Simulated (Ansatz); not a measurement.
CsCrO$_{3}$F:
```cif
data_Cr4Cs4F4O12
_chemical_formula_sum 'Cs4 Cr4 O12 F4'
_space_group_name_H-M_alt 'Cc'
_space_group_IT_number 9
_space_group_name_Hall 'C -2yc'
_cell_length_a 7.87064
_cell_length_b 7.57862
_cell_length_c 7.90864
_cell_angle_alpha 90.000
_cell_angle_beta 118.381
_cell_angle_gamma 90.000
loop_
_atom_site_label
_atom_site_type_symbol
_atom_site_symmetry_multiplicity
_atom_site_Wyckoff_symbol
_atom_site_fract_x
_atom_site_fract_y
_atom_site_fract_z
_atom_site_occupancy
Cs1 Cs 4 a 0.00803 0.14746 0.24848 1
Cr1 Cr 4 a 0.49497 0.15978 0.24658 1
O1 O 4 a 0.39917 0.28781 0.33821 1
O2 O 4 a 0.33390 0.03621 0.08899 1
O3 O 4 a 0.09725 0.22352 0.65288 1
F1 F 4 a 0.16668 0.52649 0.42487 1
```
(The calculation used a cell of 12 atoms; values per cell refer to that cell.)

Relaxed with LDA.

Question: Give the optical modes at the zone centre with their infrared activity from DFPT, DFT-LDA in the program Ansatz with PAW potentials.

Answer: Transverse frequencies, without the LO–TO term; a row sums one degenerate level.

| ω (cm⁻¹) | degeneracy | IR ((D/Å)²/amu) | activity | symmetry |
|---|---|---|---|---|
| 10 | 1 | 0.00 | IR-inactive | A'' |
| 26 | 1 | 0.00 | IR-inactive | A'' |
| 42 | 1 | 0.04 | IR | A' |
| 55 | 1 | 0.77 | IR | A' |
| 58 | 1 | 0.01 | IR | A'' |
| 64 | 1 | 0.01 | IR | A'' |
| 73 | 1 | 0.01 | IR | A'' |
| 75 | 1 | 0.22 | IR | A' |
| 82 | 1 | 0.21 | IR | A' |
| 94 | 1 | 0.06 | IR | A' |
| 94 | 1 | 1.68 | IR | A'' |
| 109 | 1 | 1.19 | IR | A' |
| 110 | 1 | 0.23 | IR | A'' |
| 128 | 1 | 0.09 | IR | A'' |
| 133 | 1 | 0.92 | IR | A' |
| 272 | 1 | 0.14 | IR | A' |
| 273 | 1 | 0.06 | IR | A'' |
| 275 | 1 | 0.18 | IR | A' |
| 286 | 1 | 0.07 | IR | A'' |
| 361 | 1 | 0.77 | IR | A' |
| 366 | 1 | 0.26 | IR | A'' |
| 384 | 1 | 0.04 | IR | A' |
| 391 | 1 | 0.00 | IR-inactive | A'' |
| 394 | 1 | 0.04 | IR | A' |
| 394 | 1 | 0.05 | IR | A'' |
| 702 | 1 | 6.84 | IR | A' |
| 714 | 1 | 3.98 | IR | A'' |
| 981 | 1 | 1.16 | IR | A' |
| 982 | 1 | 3.50 | IR | A'' |
| 1001 | 1 | 5.62 | IR | A'' |
| 1001 | 1 | 20.84 | IR | A' |
| 1002 | 1 | 17.34 | IR | A' |
| 1020 | 1 | 10.77 | IR | A'' |

Question: How high does the top mode go among those that the LO–TO term moves?

Answer: 1042 cm⁻¹ for q along x, 1047 cm⁻¹ for q along y, 1030 cm⁻¹ for q along z.

The first step of the workflow began from a Materials Project structure, measured or hypothetical; the Crystallography Open Database copy checked does not list it. With O and F taken as one species the cell has the higher symmetry C2/c, so it may be an ordered model of a mixed-site phase. Its standing as an ambient phase is unchecked. Symmetry was held in the LDA relaxation; of distortions, only those at the zone centre were tested. No spin polarisation was allowed. No Hubbard U is applied. Spin–orbit coupling is left out wherever it is not named.

Potentials: the later of the program's two PAW sets.
